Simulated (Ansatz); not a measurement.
## Sc3CoC4: pressure against volume

Sc3CoC4, Immm, a = 3.401 Å, b = 4.288 Å, c = 11.826 Å. The structure is a COD entry; whether it is the stable form wasn't checked. Ansatz: PBEsol, PAW, 420 eV, Γ-centred 14×14×14 mesh on 8 atoms, Gaussian smearing 0.10 eV; no spin polarisation. Shape and atoms are relaxed at each volume; pressure is positive in compression.

| V (Å³/atom) | P (GPa) |
| --- | --- |
| 10.133 | 13.72 |
| 10.457 | 6.32 |
| 10.780 | 0.00 |
| 11.104 | -5.40 |
| 11.427 | ? |

**Question.** Take V0 = 10.780 Å³/atom, fit the third-order Birch–Murnaghan form to the other rows, and predict the missing pressure.

**Answer.** With the Eulerian strain f = ½[(V0/V)^(2/3) − 1] and y = P/[3f(1 + 2f)^(5/2)], the form is the line y = B0 + 1.5 B0 (B0′ − 4) f. Rows (f, y): 0.02106, 195.9; 0.01024, 195.6; -0.00977, 193.6. Means f = 0.007177, y = 195.03; Σ(Δf)² = 0.0004893, ΣΔfΔy = 0.03806; the slope is their ratio. y = 194.5 + 77.78 f GPa, so B0 = 194.5 GPa and B0′ = 4 + 2 × (77.78)/(3 × 194.5) = 4.27. At V = 11.427, f = -0.01906, y = 193.02 and P = -10.01 GPa. The run gave -9.99 GPa, so the fit is 0.02 GPa too low, within twice the rms miss on the fitted rows (0.01 GPa). The form still works here, 33 % of the fitted range beyond its end.